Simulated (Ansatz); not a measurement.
The relaxed structure here is a generated cell of Nb: the first start was made by placing the elements on the sites of a structure type, and the end was not matched to a known phase here, so it may be hypothetical. Known forms of Nb include space group No. 229.

A relaxed cell of Nb (Pm-3n (No. 223)), relaxed on a k-mesh at least as fine as the one used below. These are PBEsol (plane waves to 420 eV, PAW, scalar-relativistic; Ansatz, a quantum-chemistry and plane-wave program) values and carry that method's errors. Γ-centred k-mesh 6×6×6 on the run's cell (coarser than for final values), Fermi–Dirac smearing 0.05 eV.

```yaml
crystal:
  lattice:
    - [10.47386, 0.00000, 0.00000]
    - [5.23693, 5.23693, 0.00000]
    - [0.00000, 0.00000, 5.23693]
  atoms:
    - { symbol: Nb, position: [0.12500, 0.00000, 0.50000] }
    - { symbol: Nb, position: [0.62500, 0.00000, 0.50000] }
    - { symbol: Nb, position: [0.37500, 0.00000, 0.50000] }
    - { symbol: Nb, position: [0.87500, 0.00000, 0.50000] }
    - { symbol: Nb, position: [0.75000, 0.50000, 0.25000] }
    - { symbol: Nb, position: [0.25000, 0.50000, 0.25000] }
    - { symbol: Nb, position: [0.75000, 0.50000, 0.75000] }
    - { symbol: Nb, position: [0.25000, 0.50000, 0.75000] }
    - { symbol: Nb, position: [0.12500, 0.25000, 0.00000] }
    - { symbol: Nb, position: [0.62500, 0.25000, 0.00000] }
    - { symbol: Nb, position: [0.87500, 0.75000, 0.00000] }
    - { symbol: Nb, position: [0.37500, 0.75000, 0.00000] }
    - { symbol: Nb, position: [0.00000, 0.00000, 0.00000] }
    - { symbol: Nb, position: [0.50000, 0.00000, 0.00000] }
    - { symbol: Nb, position: [0.00000, 0.50000, 0.50000] }
    - { symbol: Nb, position: [0.50000, 0.50000, 0.50000] }
```

The atoms are displaced along an unstable phonon of this cell by (Å):

| atom | ux | uy | uz |
|---|---|---|---|
| Nb1 | 0.000 | 0.000 | -0.150 |
| Nb2 | 0.000 | 0.000 | 0.150 |
| Nb3 | 0.000 | 0.000 | -0.150 |
| Nb4 | 0.000 | 0.000 | 0.150 |
| Nb5 | 0.000 | 0.000 | 0.000 |
| Nb6 | 0.000 | 0.000 | 0.000 |
| Nb7 | 0.000 | 0.000 | 0.000 |
| Nb8 | 0.000 | 0.000 | 0.000 |
| Nb9 | 0.000 | 0.000 | -0.150 |
| Nb10 | 0.000 | 0.000 | 0.150 |
| Nb11 | 0.000 | 0.000 | 0.150 |
| Nb12 | 0.000 | 0.000 | -0.150 |
| Nb13 | 0.000 | 0.000 | 0.000 |
| Nb14 | 0.000 | 0.000 | 0.000 |
| Nb15 | 0.000 | 0.000 | 0.000 |
| Nb16 | 0.000 | 0.000 | 0.000 |

**Question.** What forces (eV/Å) and pressure result?

**Answer.** 
| atom | Fx | Fy | Fz |
|---|---|---|---|
| Nb1 | -0.19 | 0.00 | -0.06 |
| Nb2 | -0.19 | 0.00 | 0.06 |
| Nb3 | 0.19 | 0.00 | -0.06 |
| Nb4 | 0.19 | 0.00 | 0.06 |
| Nb5 | 0.00 | 0.00 | 0.00 |
| Nb6 | 0.00 | 0.00 | 0.00 |
| Nb7 | 0.00 | 0.00 | 0.00 |
| Nb8 | 0.00 | 0.00 | 0.00 |
| Nb9 | 0.00 | 0.19 | -0.06 |
| Nb10 | 0.00 | 0.19 | 0.06 |
| Nb11 | 0.00 | -0.19 | 0.06 |
| Nb12 | 0.00 | -0.19 | -0.06 |
| Nb13 | 0.00 | 0.00 | 0.00 |
| Nb14 | 0.00 | 0.00 | 0.00 |
| Nb15 | 0.00 | 0.00 | 0.00 |
| Nb16 | 0.00 | 0.00 | 0.00 |

Pressure -0.2 GPa.

No spin polarisation in the result.

The run that gave the undisplaced cell could not lose the symmetry of its start, so the end can be a saddle point.
